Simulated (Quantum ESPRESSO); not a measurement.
MgO (rock salt, space group Fm-3m, No. 225) has a direct gap of 4.66 eV with PBEsol (Quantum ESPRESSO, PseudoDojo norm-conserving, 84 Ry, without SOC). After an isotropic strain (on all lattice vectors, atoms relaxed) the gap is direct, 4.38 eV.

**Question.** Which strain was applied?
A) +1 %
B) -1.5 %
C) -0.7 %
D) -3 %
E) +2 %

**Answer.** A, +1 %. Gaps found: -3 %: 5.60 eV (direct); -1.5 %: 5.11 eV (direct); -0.7 %: 4.87 eV (direct); 0 %: 4.66 eV (direct); 1 %: 4.38 eV (direct); 2 %: 4.10 eV (direct).
